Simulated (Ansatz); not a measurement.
**SiNi, a known structure type with other elements, at an estimated volume**

```
CELL_PARAMETERS angstrom
5.68291 0.00000 0.00000
0.00000 5.26239 0.00000
0.00000 0.00000 3.35244
ATOMIC_POSITIONS crystal
Ni 0.19000 0.00500 0.25000
Ni 0.81000 0.99500 0.75000
Ni 0.69000 0.49500 0.75000
Ni 0.31000 0.50500 0.25000
Si 0.58300 0.18800 0.25000
Si 0.41700 0.81200 0.75000
Si 0.08300 0.31200 0.75000
Si 0.91700 0.68800 0.25000
```

The numbers come from plane-wave PAW DFT (Ansatz): m-r2SCAN, no spin polarisation, 500 eV, 6×7×10 Γ-centred k points, fermi-dirac occupations (width 0.0326 eV). Nothing was relaxed.

Task: Which atom feels the largest force, and which way?

Result: The largest is on Si7 (and as large on other atoms): 0.35 eV/Å, components (-0.09, 0.34, 0.00). It makes 122° with the line to a nearest neighbour, Ni2 at 2.28 Å.

Task: How is the charge shared?

Result: Bader charges in e: Si +0.43, Ni -0.43. In the mean Si gives up most and Ni takes most.

Task: What does the stress say?

Result: The pressure is -8.1 GPa (compression positive), so with the atoms held at these fractions the cell would first shrink. The principal stresses -9.5, -7.5, -7.4 GPa differ, so its shape would change too.

Task: Is there a gap?

Result: It is a metal, with about 2.1 states/eV a cell as the mean within 0.25 eV of the Fermi level, mostly Ni d (50 %) and Si p (36 %).

Origin: a known structure type with other elements, at an estimated volume, so it need not be a known compound. Caveats: no spin polarisation, so a magnetic state may lie lower; m-r2SCAN is r2SCAN with a changed spin dependence that lowers moments.
